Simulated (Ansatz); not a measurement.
# WC: moving W off its site

WC, P-6m2, a = 2.901 Å, c = 2.829 Å (as given, not relaxed at this level: 4.3 GPa). Ansatz: r2SCAN, PAW, 500 eV, Γ-centred 18×18×16 mesh on 2 atoms, Gaussian smearing 0.15 eV; no spin polarisation.

```xyz
2
Lattice="2.9005 0.0000 0.0000 -1.4503 2.5119 0.0000 0.0000 0.0000 2.8290" Properties=species:S:1:pos:R:3 pbc="T T T"
W     0.0000    0.0000    0.0000
C     1.4503    0.8373    1.4145
```

Atom 1 (W) moves by x along the unit vector (0.000, 0.000, 1.000), with its periodic images; all else is held. y is the free energy of the cell over the start, F the force along the path summed over the moved atoms. Symmetry makes y even in x.

| x (Å) | y (meV) | F (eV/Å) |
| --- | --- | --- |
| -0.3000 | 696.8 | 4.98 |
| -0.1500 | ? | ? |
| 0.0000 | 0.0 | 0.00 |
| 0.0375 | 9.9 | -0.53 |
| 0.0750 | 39.8 | -1.07 |
| 0.1125 | 90.0 | -1.62 |
| 0.1875 | 256.7 | -2.87 |
| 0.2250 | 377.1 | -3.56 |
| 0.2625 | 523.6 | -4.26 |

Question: Fit y = c2 x² + c4 x⁴ to the energies of the other rows, give the force constant, and predict energy and force of the missing row.

Answer: Least squares on the rows shown. y = 7050.9 x² + 7746.9 x⁴. The force constant is 2 c2 = 14.1 eV/Å², for the cell as given, at 4.3 GPa (for all images moving together, not for a lone atom). The force −dy/dx at the missing row is 2.22 eV/Å (computed 2.21). At x = -0.1500 the fit asked for gives 162.6 meV. The run gave 161.7 meV, so the fit is 0.9 meV too high, within twice the rms miss on the fitted rows (0.6 meV).

Spin–orbit coupling is left out, which can shift energies with elements as heavy as these.